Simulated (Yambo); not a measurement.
Yambo run on WO₃ (space group P6/mmm, No. 191). The wavefunctions are norm-conserving PBEsol (Quantum ESPRESSO, 84 Ry, no spin-orbit coupling) ones on a 3×3×4 mesh (48 occupied bands); a = b = 7.4029 Å, c = 3.8064 Å, α = β = 90.00°, γ = 120.00°.

Yambo input:

```
rim_cut
gw0
dyson
el_el_corr
HF_and_locXC
ppa
em1d
RandQpts= 1000000
RandGvec= 1 Ry
EXXRLvcs= 84 Ry
VXCRLvcs= 336 Ry
Chimod= "HARTREE"
% BndsRnXp
 4 | 210 |
%
NGsBlkXp= 6 Ry
% LongDrXp
 1.0 | 1.0 | 1.0 |
%
PPAPntXp= 27.2114 eV
% GbndRnge
 1 | 145 |
%
GTermKind= "none"
DysSolver= "n"
ExtendOut
% QPkrange
 1 | 1 | 49 | 49 |
 3 | 3 | 48 | 48 |
 4 | 4 | 48 | 49 |
%
```

k points by index: 1 = Γ, 3 = A, 4 = (0, 0.333, 0).

The o-*.qp file then holds:

```
#    K-point    Band    Eo [eV]    E [eV]    E-Eo [eV]    Vxc [eV]    Vnlxc [eV]    Sc|Eo [eV]    Sc|E [eV]    dSc/dw|Eo [eV]    Re(Z)    Im(Z)
#
    1    49    0.624437    2.044550    1.420113    -16.41798    -11.57741    -3.091572    -3.420460    -6.301539    0.811965    -0.001221
    3    48    0.000000    0.359729    0.359729    -20.31216    -25.33552    5.502395    5.383087    -9.028830    0.750858    -0.001669
    4    48    -0.816864    -0.541731    0.275133    -19.70575    -24.59722    5.257501    5.166601    -8.995988    0.751538    -0.001878
    4    49    0.689070    2.130781    1.441711    -16.50524    -11.61306    -3.116528    -3.450471    -6.302534    0.811941    -0.001216
```
(The two width columns are left out.) Convergence of these settings isn't established.

Geometry of the Materials Project entry, not relaxed at this level.
